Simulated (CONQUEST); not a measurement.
CONQUEST run on AlGaN2 (P3m1, 8 atoms in the cell; from Materials Project mp-1228894, changed as shown): self-consistent single point.

Method: LDA (PW92), numerical atomic orbitals double-zeta with polarisation (the shipped basis), PseudoDojo norm-conserving potentials made for LDA in CONQUEST 1.3.

The change in words: lattice scaled by 1.02. Reference geometry (P3m1):
```xyz
8
Lattice="3.1453 0.0000 0.0000 0.0000 5.4478 0.0000 0.0000 0.0000 5.0969" Properties=species:S:1:pos:R:3 pbc="T T T"
Al     0.0000     0.0000     5.0931
Al     1.5726     2.7239     5.0931
Ga     1.5726     0.9080     2.5340
Ga     0.0000     3.6319     2.5340
N      1.5726     0.9080     0.5698
N      0.0000     0.0000     3.2017
N      0.0000     3.6319     0.5698
N      1.5726     2.7239     3.2017
```

Reference input (self-consistent single point, DFT, LDA (PW92), numerical atomic orbitals double-zeta with polarisation (the shipped basis), PseudoDojo norm-conserving potentials made for LDA): basis = DZP; Diag.MPMeshX, Y, Z = 8 6 6; potentials = PseudoDojo norm-conserving LDA; Grid.GridCutoff = 140 Ha; DM.SolutionMethod = diagon; Diag.kT = 0.0001 Ha; Diag.GammaCentred = true; minE.SCTolerance = 1.0e-06; SC.MaxIters = 100; SC.LinearMixingFactor = 0.5; AtomMove.TypeOfRun = static. This run's input differs from it in these lines:

```diff
@@ -30,14 +30,14 @@
 # file: AlGaN2.in
-     5.943717785      0.000000000      0.000000000
-     0.000000000     10.294819746      0.000000000
-     0.000000000      0.000000000      9.631726187
+     6.062592897      0.000000000      0.000000000
+     0.000000000     10.500716746      0.000000000
+     0.000000000      0.000000000      9.824361089
 8
-    0.000000000     0.000000000     9.624598710  1 T T T
-    2.971858893     5.147409873     9.624598710  1 T T T
-    2.971858893     1.715806723     4.788605309  2 T T T
-    0.000000000     6.863216596     4.788605309  2 T T T
-    2.971858893     1.715806723     1.076826988  3 T T T
-    0.000000000     0.000000000     6.050265122  3 T T T
-    0.000000000     6.863216596     1.076826988  3 T T T
-    2.971858893     5.147409873     6.050265122  3 T T T
+    0.000000000     0.000000000     9.817091062  1 T T T
+    3.031296448     5.250358373     9.817091062  1 T T T
+    3.031296448     1.750122958     4.884377603  2 T T T
+    0.000000000     7.000481331     4.884377603  2 T T T
+    3.031296448     1.750122958     1.098363570  3 T T T
+    0.000000000     0.000000000     6.171270662  3 T T T
+    0.000000000     7.000481331     1.098363570  3 T T T
+    3.031296448     5.250358373     6.171270662  3 T T T
```

Output (repeated stretches shortened):

```
    PulayMixSC: Starting Pulay mixing, A_up =  0.500 A_dn =  0.500
    PulayMixSC: Spin non-polarised calculation.
          Harris-Foulkes Energy            :     -5426.896561322620983 eV
    PulayMixSC: Pulay iteration     1 residual:              0.75264E-02
          Harris-Foulkes Energy            :     -5420.838374617443151 eV
    PulayMixSC: Pulay iteration     2 residual:              0.44610E-02
          Harris-Foulkes Energy            :     -5419.269643727804578 eV
    PulayMixSC: Pulay iteration     3 residual:              0.10641E-02
          Harris-Foulkes Energy            :     -5419.223570611999094 eV
   [... lines left out ...]
          Harris-Foulkes Energy            :     -5419.218640882772888 eV
    PulayMixSC: Pulay iteration     6 residual:              0.18793E-04
          Harris-Foulkes Energy            :     -5419.218598215082238 eV
    PulayMixSC: Pulay iteration     7 residual:              0.49467E-05
          Harris-Foulkes Energy            :     -5419.218594744317670 eV
    PulayMixSC: Pulay iteration     8 residual:              0.11552E-05
          Harris-Foulkes Energy            :     -5419.218594669295271 eV
    PulayMixSC: Pulay iteration     9 residual:              0.40227E-06
    PulayMixSC: Reached SCF tolerance of  0.40227E-06 after      9 iterations
      | Number of electrons      =        52.000033
      |* Harris-Foulkes energy   =     -5419.218594669295271 eV
      |* DFT total energy        =     -5419.218594631355700 eV

    force: Forces on atoms (eV/a0)
    force:  Atom   X              Y              Z
    force:     1  -0.0000006132  -0.0008120868   0.0022798596
    force:     2  -0.0000006107  -0.0008120868   0.0022798596
    force:     3  -0.0004634851  -0.0009499743   0.0119558978
    force:     4  -0.0004635223  -0.0009499741   0.0119558978
    force:     5  -0.0000901704  -0.0008803358   0.0272452347
    force:     6  -0.0000000075   0.0018479110  -0.0528005890
    force:     7  -0.0000901860  -0.0008803359   0.0272452347
    force:     8   0.0000000018   0.0018479110  -0.0528005890

   [... lines left out ...]
    force: Maximum force :        0.05280059(eV/a0) on atom         6 in z direction
   [... lines left out ...]
    force: Force Residual:        0.03034930 eV/a0
    force: Total stress:         12.35845741     0.00000047    -0.00000195 GPa
                             0.00000044    12.36423198     0.01461667
                             0.00000215     0.01461668    11.96618602
    force: Average pressure:    -12.22962514 GPa

    get_E_and_F: Change in energy during last step of electronic optimisation:  0.27570E-08
```

The run converged in 9 iterations. CONQUEST prints the stress tensor with tension positive. Against the reference run the free energy rises by 31.4 meV/atom, the pressure goes from -2.01 to -12.23 GPa and the gap on the mesh goes from 3.054 to 2.581 eV.

The program uses no crystal symmetry, so grid and mesh can part values that symmetry would make equal. The atom-centred basis is finite, which shifts total energies, pressures and gaps against plane waves. The structure comes from a collection of computed structures, made at another level of theory; the collection holds predicted forms beside known ones.

Cost on one core: roughly 7 core-minutes.
